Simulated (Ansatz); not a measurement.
VBiO$_{4}$:
```
CELL_PARAMETERS angstrom
     -3.65199     3.65199     3.20235
      3.65199    -3.65199     3.20235
      3.65199     3.65199    -3.20235
ATOMIC_POSITIONS crystal
  V  0.25000 0.75000 0.50000
  V  0.50000 0.50000 0.00000
  Bi 0.00000 0.00000 0.00000
  Bi 0.75000 0.25000 0.50000
  O  0.67006 0.48892 0.81886
  O  0.23892 0.92006 0.31886
  O  0.67006 0.85120 0.18114
  O  0.60120 0.92006 0.68114
  O  0.07994 0.39880 0.31886
  O  0.51108 0.32994 0.18114
  O  0.07994 0.76108 0.68114
  O  0.14880 0.32994 0.81886
```

Plane-wave PAW PBEsol (Ansatz code) gives a gap of 2.54 eV without spin–orbit coupling, maximum on the Γ–Z line, 75 % of the way from Γ, minimum off the standard path, at k = (0.271, 0.370, -0.323) in fractions of the reciprocal vectors.

Question: What happens when spin–orbit coupling is switched on?

Answer: The gap decreases by 0.20 eV, to 2.34 eV; maximum on the Γ–Z line, 75 % of the way from Γ, minimum on the Γ–Z line, 74 % of the way from Γ.

Question: Give the hole effective mass with spin–orbit coupling.

Answer: 0.35, 1.6, 1.6 mₑ (principal values).

Space group I4_1/amd. The first step of the workflow began from a Materials Project structure, measured or hypothetical; the Crystallography Open Database files this formula in space group No. 141, but the cells were not matched. It is not the phase usual at ambient conditions (space group No. 88). Symmetry was held in the PBEsol relaxation; whether a distortion lowers the energy is not shown. No spin polarisation was allowed. No Hubbard U is applied.

Potentials: the later of the program's two PAW sets.
